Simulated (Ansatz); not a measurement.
**HfO2 with phosphorus replacing Hf: a ladder of calculations**

Cell of run 1: a supercell of HfO2 (fluorite type, Fm-3m) built from a COD entry, with all atoms left at the host's positions.

```cif
data_structure
_symmetry_space_group_name_H-M 'P 1'
_symmetry_Int_Tables_number 1
_cell_length_a 7.2337
_cell_length_b 7.2337
_cell_length_c 7.2337
_cell_angle_alpha 60.000
_cell_angle_beta 60.000
_cell_angle_gamma 60.000
_cell_volume 267.65
loop_
_atom_site_label
_atom_site_type_symbol
_atom_site_fract_x
_atom_site_fract_y
_atom_site_fract_z
_atom_site_occupancy
P1 P 0.00000 0.00000 0.00000 1
Hf2 Hf 0.00000 0.00000 0.50000 1
Hf3 Hf 0.00000 0.50000 0.00000 1
Hf4 Hf 0.00000 0.50000 0.50000 1
Hf5 Hf 0.50000 0.00000 0.00000 1
Hf6 Hf 0.50000 0.00000 0.50000 1
Hf7 Hf 0.50000 0.50000 0.00000 1
Hf8 Hf 0.50000 0.50000 0.50000 1
O9 O 0.12500 0.12500 0.12500 1
O10 O 0.12500 0.12500 0.62500 1
O11 O 0.12500 0.62500 0.12500 1
O12 O 0.12500 0.62500 0.62500 1
O13 O 0.62500 0.12500 0.12500 1
O14 O 0.62500 0.12500 0.62500 1
O15 O 0.62500 0.62500 0.12500 1
O16 O 0.62500 0.62500 0.62500 1
O17 O 0.37500 0.37500 0.37500 1
O18 O 0.37500 0.37500 0.87500 1
O19 O 0.37500 0.87500 0.37500 1
O20 O 0.37500 0.87500 0.87500 1
O21 O 0.87500 0.37500 0.37500 1
O22 O 0.87500 0.37500 0.87500 1
O23 O 0.87500 0.87500 0.37500 1
O24 O 0.87500 0.87500 0.87500 1
```

Sites (sets of like atoms) are named by element and the number of their first atom in this list.

Relaxed positions (PBE, cell held):

```
CELL_PARAMETERS angstrom
0.00000 5.11500 5.11500
5.11500 0.00000 5.11500
5.11500 5.11500 0.00000
ATOMIC_POSITIONS crystal
P 0.00000 0.00000 0.00000
Hf 0.00000 0.00000 0.50000
Hf 0.00000 0.50000 0.00000
Hf 0.00000 0.50000 0.50000
Hf 0.50000 0.00000 0.00000
Hf 0.50000 0.00000 0.50000
Hf 0.50000 0.50000 0.00000
Hf 0.50000 0.50000 0.50000
O 0.12283 0.12283 0.12283
O 0.12283 0.12283 0.63151
O 0.12283 0.63151 0.12283
O 0.12330 0.62557 0.62557
O 0.63151 0.12283 0.12283
O 0.62557 0.12330 0.62557
O 0.62557 0.62557 0.12330
O 0.62557 0.62557 0.62557
O 0.37443 0.37443 0.37443
O 0.37443 0.37443 0.87670
O 0.37443 0.87670 0.37443
O 0.36849 0.87717 0.87717
O 0.87670 0.37443 0.37443
O 0.87717 0.36849 0.87717
O 0.87717 0.87717 0.36849
O 0.87717 0.87717 0.87717
```

All runs are DFT with Ansatz 0.2.0 (plane waves and PAW, scalar-relativistic unless spin–orbit coupling is named, Γ-centred meshes, Fermi–Dirac smearing where given) in this cell. Start moments of run 1 as typed (μB): 1 on each P, none on the rest.

Run 1: PBE, with a start moment, atoms at the host's positions; 420 eV, 3×3×3 k-points, smearing 0.01 eV.
Run 2: PBE, with a start moment, atoms relaxed; 420 eV, 3×3×3 k-points, smearing 0.01 eV.
Run 3: r2SCAN, with a start moment, at the relaxed atoms; 500 eV, 3×3×3 k-points, smearing 0.01 eV.

| run | Hf2 V_zz (η) | O9 V_zz (η) | O12 V_zz (η) | absolute moment (μB) |
| --- | --- | --- | --- | --- |
| 1 | -3.28 (0.20) | 5.63 (0.00) | 0.92 (0.00) | 0.6 |
| 2 | -3.26 (0.56) | 5.63 (0.00) | 1.01 (0.00) | 0.5 |
| 3 | ? | ? | ? | ? |

V_zz in 10²¹ V/m²; 3 of the 5 sets of like atoms are followed.

Task: Estimate the row of run 3.

Result: Hf2: -3.02 (0.76); O9: 5.87 (0.00); O12: 0.97 (0.00); absolute moment (μB): 1.0. It lies nearest to run 2, from whose tensors on these sites it differs by 0.35 at most (largest principal value of the difference, on Hf2). Taken one at a time, the positions of the atoms (as given or relaxed) move the tensors on these sites by up to 1.26 (largest principal value of the change, on Hf2), the functional (r2SCAN with its higher cutoff) by 0.35 (Hf2). On Hf2 V_xx and V_yy change places between runs (or their axes turn by over 50°), so η hides a larger change. The absolute moment differs between the runs, so they don't all stand in one spin state. The defect's own atom has next to no gradient in any run.

The defect repeats with the cell of 24 atoms, so it feels its images: sites between two images don't show the values beside a lone defect, and zeros or small values of η there can come from the images' arrangement. This high-symmetry form of HfO2 is unstable when cold, to shifts of the oxygen columns, towards the tetragonal form. The symmetry of the cell holds that distortion back, wholly or in part, and it would change the field gradients, the more the larger the distortion. Without spin–orbit coupling the gradients at and beside Hf can be off by some per cent, at some sites by more. The relaxation keeps the site symmetry m-3m of the start, so the impurity can't leave its site; a distortion that would localise the partly filled state isn't explored. In run 3 the program didn't check the stability of the electronic state in full, so a lower one may lie near. In run 1 the atoms aren't at the calculated equilibrium (largest force 0.44 eV/Å). The cell keeps the host's lattice, at a calculated pressure of -5, -6, -12 GPa in runs 1, 2, 3. In runs 1, 2, 3 the defect cell has no gap above 0.1 eV, so the values hang on the smearing and the k-mesh. The run lost most of its start moments on P; a state with other moments may lie lower.
